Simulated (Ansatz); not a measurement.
# Structures of Ba₂Hf: which is lowest?

Plane-wave DFT in Ansatz with scalar-relativistic PAW potentials, cutoff 420 eV, Γ-centred meshes chosen by cell and gap, Gaussian smearing with energies taken to zero width. Every cell was relaxed (cell and atoms) in a run of its own, within the symmetry of its start. Functional: PBE.

Relaxed structures (starts from databases or built by putting these elements on another compound's sites):
A. P6/mmm, 3 atoms in the computed cell, a = 6.198 Å, c = 3.426 Å; sites (symmetry × multiplicity) Ba -6m2 × 2, Hf 6/mmm × 1; start: built
B. Fd-3m, 6 atoms in the computed cell, a = 9.717 Å; sites (symmetry × multiplicity) Ba .-3m × 16, Hf -43m × 8; start: built

Problem. Rank them by energy. Could pressure change the order?

Solution.
| structure | group | E − E(lowest) (meV/atom) | V (Å³/atom) | gap on mesh (eV) |
| --- | --- | --- | --- | --- |
| A | P6/mmm | 0.0 | 37.99 | 0.00 |
| B | Fd-3m | 409 | 38.23 | 0.00 |

A is lowest, 409 meV/atom under B. The lowest is also the densest of these, so pressure wouldn't bring one of the others in at first order. Other structures may lie lower than all of these, and vibrations aren't counted.

Spin-orbit coupling is left out, which matters for the bands of heavy elements.